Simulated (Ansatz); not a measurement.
A trial cell of VMo3S8, before relaxation:

```cif
data_structure
_symmetry_space_group_name_H-M 'R-3m:H'
_symmetry_Int_Tables_number 166
_cell_length_a 6.3056
_cell_length_b 6.3056
_cell_length_c 22.3653
_cell_angle_alpha 90.000
_cell_angle_beta 90.000
_cell_angle_gamma 120.000
_cell_volume 770.11
loop_
_atom_site_label
_atom_site_type_symbol
_atom_site_symmetry_multiplicity
_atom_site_Wyckoff_symbol
_atom_site_fract_x
_atom_site_fract_y
_atom_site_fract_z
_atom_site_occupancy
V1 V 3 b 0.66667 0.33333 0.83333 1
Mo1 Mo 9 d 0.66667 0.83333 0.83333 1
S1 S 18 h 0.83333 0.16667 0.76791 1
S2 S 6 c 0.33333 0.66667 0.76791 1
```

Method: DFT PBE, scalar-relativistic, plane waves, PAW in Ansatz 0.2.0. Cutoff 420 eV, Gaussian smearing, Γ-centred meshes. Cell and atoms relax first on a coarse mesh and then on a finer one. In between, the cell is made exact in the group found at 0.06 Å. In metals the finer mesh still leaves noise of several meV/atom or more. The steps can't lower the symmetry of their start. Collinear spin, starting moments V 2.0; Mo 1.0 (×3) μB; they died out on the coarse mesh, so the last step has no spin.

A guess keeps its type if space group and coordination stay and the shape of the cell changes little (axis ratios within about 15 %, angles within 6°); the volume may change.

Problem. Will the relaxed cell still be of the starting type?

Solution. It keeps its type. The symmetry stays R-3m (No. 166). The volume per atom grows by 2.8 %, from 21.4 to 22.0 Å³. The shortest distance goes from 2.34 Å (Mo–S and V–S) to 2.37 Å (V–S). The ratio c/a of the conventional cell changes by a factor of 0.99. Counting neighbours within 15 % of an atom's shortest distance, the start has Mo 6, S 3, V 6 and the end Mo 6, S 3, V 6.

The last run used a 6×6×6 mesh for its 12-atom cell and Gaussian smearing of 0.10 eV. Weakly bound directions are ill-defined at this level, which has no dispersion term. An odd number of electrons in the primitive cell allows no gap without spin; a larger cell or a magnetic state could open one. No Hubbard U is applied to the 3d shell of V. Trial moments died out on the coarse mesh, so the last step has no spin; another magnetic start might hold. Symmetry constrained the relaxation, so the result can be a saddle point.
